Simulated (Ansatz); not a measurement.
Input:

BaTe:
Space group Fm-3m (No. 225); a = 6.8664 Å, b = 6.8664 Å, c = 6.8664 Å, α = 90.00°, β = 90.00°, γ = 90.00°

```json
[
 {"atom": "Ba", "site": "4a", "symmetry": "m-3m", "x": "0.0000", "y": "0.0000", "z": "0.0000"},
 {"atom": "Te", "site": "4b", "symmetry": "m-3m", "x": "0.5000", "y": "0.5000", "z": "0.5000"}
]
```
(The calculation used a cell of 2 atoms; values per cell refer to that cell.)

This is the LDA-relaxed structure.

Q: All from DFT-LDA in the program Ansatz with PAW potentials, unless another level is named. Give the hole effective mass, band 2 of 3 at the edge.

A: 1.2 along [100], 0.40 along [110], 0.51 along [111] (mₑ).

Q: Give the weight of the valence-edge state by species (Voronoi cells).

A: Te 90 %, Ba 10 %.

Q: And the weight of the conduction-edge state by species (Voronoi cells)?

A: Ba 62 %, Te 38 %.

Q: Give the conduction-band minimum.

A: at X (3 equivalent valleys).

Symmetry was held in the LDA relaxation; of distortions, only those at the zone centre were tested. Spin–orbit coupling is left out wherever it is not named.

Potentials: the later of the program's two PAW sets.

Edges and masses are those of Kohn–Sham bands, whose gap is no quasiparticle gap.
